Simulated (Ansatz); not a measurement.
**Relaxing iron (diamond)**

Level of theory: Ansatz, DFT, BLYP, plane waves (420 eV) with PAW, scalar-relativistic. (PAW data from PBE, frozen cores regenerated.)

k-point mesh 11×11×11, Fermi-Dirac smearing 0.1 eV, no spin polarisation. Cell and atoms relax.

Starting structure:

```yaml
crystal:
  lattice:
    - [0.0, 2.514509054, 2.514509054]
    - [2.514509054, 0.0, 2.514509054]
    - [2.514509054, 2.514509054, 0.0]
  atoms:
    - { symbol: Fe, position: [0.125, 0.125, 0.125] }
    - { symbol: Fe, position: [0.875, 0.875, 0.875] }
hamiltonian:
  xc: blyp
  pseudopotentials:
    kind: paw
    azcp:
      Fe: "pseudopotentials/Fe.paw.azcp"
basis:
  ecutwfc: 420
  fft_grid_basis: typed
kpoints:
  mp_grid: { grid: [11, 11, 11], shift: [0, 0, 0] }
magnetization:
  spin_polarized: false
scf:
  occupations: { method: fermi_dirac, width: 0.1 }
relax:
  max_steps: 60
  f_tol: 0.01
  cell: {}
output:
  write_density: true
  write_potential: true
  elf: true
  volumetric_format: npy
```

Task: What cell does the relaxation end in?

Result: Fd-3m with a = 4.943 Å; 15.10 Å³ per atom against 15.90 at the start (-5.0 %).

Task: How much energy does the relaxation gain?

Result: 16.6 meV per atom.

Spin polarisation is off here; a magnetic state may lie lower.
